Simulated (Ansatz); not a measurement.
Start of a relaxation, 1 N2 a cell, flat, over a top N site (HfN, Fm-3m (No. 225), (1 0 0) face):

```
CELL_PARAMETERS angstrom
6.43155 0.00000 0.00000
0.00000 6.43155 0.00000
0.00000 0.00000 22.54779
ATOMIC_POSITIONS crystal
Hf 0.25000 0.25000 0.35480
Hf 0.25000 0.75000 0.35480
Hf 0.75000 0.25000 0.35480
Hf 0.75000 0.75000 0.35480
N 0.50000 0.50000 0.35480
N 0.50000 0.00000 0.35480
N 0.00000 0.50000 0.35480
N 0.00000 0.00000 0.35480
Hf 0.50000 0.50000 0.45422
Hf 0.50000 0.00000 0.45422
Hf 0.00000 0.50000 0.45422
Hf 0.00000 0.00000 0.45422
N 0.75000 0.75000 0.45184
N 0.75000 0.25000 0.45184
N 0.25000 0.75000 0.45184
N 0.25000 0.25000 0.45184
Hf 0.75000 0.75000 0.54925
Hf 0.75000 0.25000 0.54925
Hf 0.25000 0.75000 0.54925
Hf 0.25000 0.25000 0.54925
N 0.00000 0.00000 0.55855
N 0.00000 0.50000 0.55855
N 0.50000 0.00000 0.55855
N 0.50000 0.50000 0.55855
N 0.00000 0.00000 0.67031
N 0.87558 0.11735 0.67031
```

Method: DFT PBE, scalar-relativistic, plane waves, PAW in Ansatz 0.2.0. Plane waves to 420 eV, a k mesh through Γ of 3×3×1 on the computed 26-atom cell and Gaussian smearing (0.10 eV); no spin polarisation. The cell repeats along c with a dipole correction in the vacuum.

Atoms 1, 2, 3, 4, 5, 6, 7, 8 (counted from 1) are held. The cell is fixed. Force threshold 0.04 eV/Å.

```csv
step,E − E_final (eV),largest force (eV/Å)
1,0.773,1.341
2,0.584,0.701
3,0.527,0.766
4,0.490,2.049
5,0.414,1.505
6,0.325,0.814
7,0.233,0.676
8,0.194,0.963
9,0.105,0.566
10,0.067,0.354
11,0.039,0.361
12,0.019,0.072
13,0.007,0.203
14,0.010,0.862
15,0.003,0.066
16,0.001,0.208
17,0.001,0.224
18,0.000,0.003
19,0.000,0.002
```

Q: What is the final structure?

A:
```
CELL_PARAMETERS angstrom
6.43155 0.00000 0.00000
0.00000 6.43155 0.00000
0.00000 0.00000 22.54779
ATOMIC_POSITIONS crystal
Hf 0.25000 0.25000 0.35480
Hf 0.25000 0.75000 0.35480
Hf 0.75000 0.25000 0.35480
Hf 0.75000 0.75000 0.35480
N 0.50000 0.50000 0.35480
N 0.50000 0.00000 0.35480
N 0.00000 0.50000 0.35480
N 0.00000 0.00000 0.35480
Hf 0.50138 0.49861 0.45452
Hf 0.50139 0.00133 0.45452
Hf 0.99867 0.49861 0.45452
Hf 0.99867 0.00133 0.45452
N 0.75003 0.74997 0.45196
N 0.75002 0.24998 0.45000
N 0.25003 0.74997 0.45173
N 0.25003 0.24997 0.45196
Hf 0.75005 0.74993 0.54872
Hf 0.75007 0.24993 0.55291
Hf 0.25006 0.74995 0.54878
Hf 0.25007 0.24994 0.54872
N 0.00224 0.99775 0.55765
N 0.00223 0.50213 0.55765
N 0.49788 0.99778 0.55765
N 0.49790 0.50210 0.55766
N 0.75078 0.24921 0.70329
N 0.75044 0.24956 0.65352
```

The end is the local minimum or symmetric point that this start leads to. The slab is only 4.5 Å thick, so the energy isn't converged with thickness.

Spin–orbit coupling is left out, which can shift energies with elements as heavy as these.

Cost: 1 run of about 28 core-minutes, on Intel Xeon 6975P-C (Granite Rapids) (shared hosts).